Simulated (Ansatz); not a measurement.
In PBEsol in the plane-wave PAW code Ansatz, ZrTiB$_{4}$ in the orthorhombic phase (Pmmm; Ti on 1a, B on 2t, B on 2r, Zr on 1d) relaxes to a = 3.091 Å, b = 3.368 Å, c = 5.350 Å. Its formation energy from the elements is -1.06 eV/atom, with no fitted shifts.

Electronic character: metallic (no gap). Gap from PBEsol with spin–orbit coupling: none (metallic).

An equation-of-state fit gives a bulk modulus of 254 GPa. The highest mode at Γ lies at 27.21 THz.

The start of the workflow was typed in or built on a structure type; neither database checked (COD, Materials Project) lists it. Whether it is the stable phase at ambient conditions was not checked. The PBEsol relaxation kept the symmetry of its start; its stability against distortions is not shown here. The run is not spin-polarised. As this level gives no gap, phonon frequencies hold no LO–TO term and depend on the k-mesh and smearing (Fermi–Dirac, 0.1 eV here). The references are the lowest solids computed at this level, not always the standard phases. Spin–orbit coupling is left out wherever it is not named.

Potentials: the earlier of the program's two PAW sets. The files were generated under PBE; for other functionals the program regenerates the frozen cores, and for LDA and PBEsol the local potential too.
